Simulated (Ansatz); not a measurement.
AlN (zinc blende)

```xyz
4
Lattice="0.0000 4.4032 4.4032 2.2016 2.2016 4.4032 2.2016 2.2016 0.0000" Properties=species:S:1:pos:R:3 pbc="T T T"
N      3.3024     7.7056     7.7056
N      3.3024     5.5040     5.5040
Al     0.0000     0.0000     0.0000
Al     2.2016     4.4032     6.6048
```

The atoms are displaced by Q × the pattern below (from a DFPT mode at X = (0.5, 0.5, 0.0), largest move 1; Q in Å), at fixed cell. (q is in reciprocal vectors of the primitive cell; the cell shown is doubled to hold the pattern.)

| atom | x | y | z |
|---|---|---|---|
| Al3 | 0.000 | 0.000 | 1.000 |
| Al4 | 0.000 | 0.000 | -1.000 |

Atoms not listed stay in place.

Level of theory: PBE (plane waves to 420 eV, PAW, scalar-relativistic; Ansatz, an electronic-structure program). k mesh 13×13×13 (Γ-centred), Fermi-Dirac smearing 0.05 eV. The energy includes the smearing's −TS. As the smearing reaches across the gap at some points, energies and forces of such displacements shift with the k mesh and the smearing. AlN was relaxed with its symmetry unable to fall. The zero of ΔE is the undisplaced structure. The last digit holds for this mesh only.

| Q (Å) | ΔE (meV/cell) |
|---|---|
| -0.2800 | withheld |
| -0.2333 | 1702.9 |
| -0.1867 | 1107.6 |
| -0.1400 | 630.4 |
| -0.0933 | 282.5 |
| -0.0467 | 71.0 |
| 0.0000 | 0.0 |
| 0.0467 | 71.0 |
| 0.0933 | 282.5 |
| 0.1400 | 630.4 |
| 0.1867 | 1107.6 |
| 0.2333 | 1702.9 |
| 0.2800 | withheld |

Problem. Fit an even polynomial form (powers 2, 4) to the given rows and predict ΔE at Q = 0.2800.

Solution. Least squares on the 11 given rows: ΔE = (32650)·Q² + (-25150)·Q⁴, in meV/cell with Q in Å; root-mean-square residual 0.17 meV/cell. At 0.2800 the fit gives 2405.2 meV/cell; the calculation gives 2396.0 meV/cell, so the extrapolation is off by 9.2 (+0.4 %). The quadratic term alone would give 2559.8 meV/cell.

(For displaced atoms, the force is minus the slope of the energy, and its curvature is a force constant, which sets phonon frequencies.)
